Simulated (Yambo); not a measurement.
A G0W0@PBEsol run in Yambo for TaAgO$_{3}$ (space group R-3c, No. 167) (2×2×2 Γ-centred k mesh, bands 11 to 207 and a 7 Ry block in the screening, 207 bands in G with the Bruneval-Gonze terminator, plasmon pole fitted at 27.2 eV) gives these matrix elements, in eV, at the band edges (L → F):

| state | E0 | <Vxc> | <Σx> | <Σc(E0)> | Z |
|---|---|---|---|---|---|
| valence edge | 0.000 | -23.094 | -28.809 | 4.901 | 0.792 |
| conduction edge | 1.939 | -15.050 | -9.119 | -4.663 | 0.822 |

**Question.** Solve the linearised quasiparticle equation for both states, give the gap, and say how exchange and correlation each act on it.

**Answer.** E = E0 + Z(Σx + Σc − Vxc). Valence: 0.000 + 0.792 × (-28.809 + (4.901) − (-23.094)) = -0.65 eV. Conduction: 1.939 + 0.822 × (-9.119 + (-4.663) − (-15.050)) = 2.98 eV. The gap is 3.63 eV, against 1.94 eV in PBEsol. Replacing Vxc by bare exchange alone would open it by 11.65 eV; correlation takes back 9.56 eV of that, and Z scales what is left. Nearest settings tried, and what they do to the gap: 143 bands in W, 143 bands in G: +70 meV; 6 Ry block (193 vectors against 283): +2 meV. Not varied: mesh. So the settings aren't converged at that level. The k mesh is coarse. Among the k points computed, the smallest G0W0 gap is 3.47 eV, Γ → F. The mesh misses a band edge: along a dense path the PBEsol gap is 1.88 eV against 1.94 eV on the mesh. Without spin-orbit coupling, band edges of such heavy elements can be off by tenths of an eV.

Geometry of the Materials Project entry, not relaxed at this level; primitive cell a = b = c = 5.6510 Å, α = β = γ = 59.12°.

The structure is a Materials Project entry; no match was found in the copy of COD used, and its stability was not checked.
